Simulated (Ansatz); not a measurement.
YN:
```xyz
2
Lattice="0.0000 2.4479 2.4479 2.4479 0.0000 2.4479 2.4479 2.4479 0.0000" Properties=species:S:1:pos:R:3 pbc="T T T"
Y      0.0000     0.0000     0.0000
N      2.4479     2.4479     2.4479
```

DFT-r²SCAN in the program Ansatz with PAW potentials gives a gap of 0.58 eV without spin–orbit coupling, maximum at Γ, minimum at X.

### Question
What happens when spin–orbit coupling is switched on?

### Answer
The gap shrinks by 0.02 eV, to 0.56 eV; maximum at Γ, minimum at X.

### Question
How large is the spin–orbit splitting of the valence top at Γ?

### Answer
The fourfold level lies 0.05 eV above the split-off pair.

### Question
Give the electron effective mass with spin–orbit coupling.

### Answer
0.15, 0.15, 1.3 mₑ (principal values).

### Question
Give the hole effective mass with spin–orbit coupling, band 1 of 2 at the edge.

### Answer
1.1 along [100], 0.61 along [110], 0.49 along [111] (mₑ).

### Question
Give the hole effective mass with spin–orbit coupling, band 2 of 2 at the edge.

### Answer
0.24 along [100], 0.28 along [110], 0.31 along [111] (mₑ).

Space group Fm-3m (rock salt). The r²SCAN relaxation kept the symmetry of its start. No spin polarisation was allowed.

Potentials: the earlier of the program's two PAW sets.
